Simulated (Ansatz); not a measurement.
Cu Kα1 powder pattern (kinematic, no thermal factors).
```json
{"2θ (°)": "18.25", "relative intensity": "41"}
{"2θ (°)": "24.08", "relative intensity": "10"}
{"2θ (°)": "27.66", "relative intensity": "24"}
{"2θ (°)": "30.38", "relative intensity": "100"}
{"2θ (°)": "36.09", "relative intensity": "22"}
{"2θ (°)": "36.99", "relative intensity": "49"}
{"2θ (°)": "39.13", "relative intensity": "12"}
{"2θ (°)": "42.35", "relative intensity": "2"}
{"2θ (°)": "43.85", "relative intensity": "7"}
{"2θ (°)": "44.62", "relative intensity": "12"}
{"2θ (°)": "49.30", "relative intensity": "30"}
{"2θ (°)": "50.96", "relative intensity": "2"}
{"2θ (°)": "53.01", "relative intensity": "5"}
{"2θ (°)": "56.83", "relative intensity": "3"}
{"2θ (°)": "57.12", "relative intensity": "19"}
{"2θ (°)": "57.47", "relative intensity": "5"}
{"2θ (°)": "59.02", "relative intensity": "15"}
{"2θ (°)": "62.60", "relative intensity": "26"}
{"2θ (°)": "62.88", "relative intensity": "2"}
{"2θ (°)": "63.21", "relative intensity": "11"}
{"2θ (°)": "64.02", "relative intensity": "1"}
{"2θ (°)": "64.68", "relative intensity": "3"}
{"2θ (°)": "66.98", "relative intensity": "1"}
{"2θ (°)": "68.67", "relative intensity": "3"}
{"2θ (°)": "69.45", "relative intensity": "9"}
{"2θ (°)": "73.62", "relative intensity": "1"}
{"2θ (°)": "74.69", "relative intensity": "2"}
{"2θ (°)": "76.56", "relative intensity": "2"}
{"2θ (°)": "78.51", "relative intensity": "3"}
{"2θ (°)": "78.76", "relative intensity": "7"}
{"2θ (°)": "79.06", "relative intensity": "1"}
{"2θ (°)": "80.40", "relative intensity": "12"}
{"2θ (°)": "81.63", "relative intensity": "2"}
{"2θ (°)": "84.10", "relative intensity": "10"}
{"2θ (°)": "84.83", "relative intensity": "1"}
{"2θ (°)": "85.42", "relative intensity": "1"}
{"2θ (°)": "88.56", "relative intensity": "1"}
{"2θ (°)": "89.09", "relative intensity": "2"}
{"2θ (°)": "89.83", "relative intensity": "5"}
```

The pattern is computed from a structure relaxed with DFT PBE, scalar-relativistic, plane waves, PAW in Ansatz 0.2.0. No spin polarisation. Its elements are O, Te.

Task: Give the structure.

Result: Te$_{3}$O$_{2}$.
Space group R-3m:H (No. 166). a = 7.387 Å, b = 7.387 Å, c = 7.461 Å, α = 90.00°, β = 90.00°, γ = 120.00°
| atom | site | symmetry | x | y | z |
| --- | --- | --- | --- | --- | --- |
| Te | 9d | .2/m | 0.8333 | 0.1667 | 0.1667 |
| O | 6c | 3m | 0.0000 | 0.0000 | 0.7602 |

A pattern alone doesn't exclude other cells with like lines; this is the one computed.

The cell was found from a structure generator's guess, not taken from experiment.
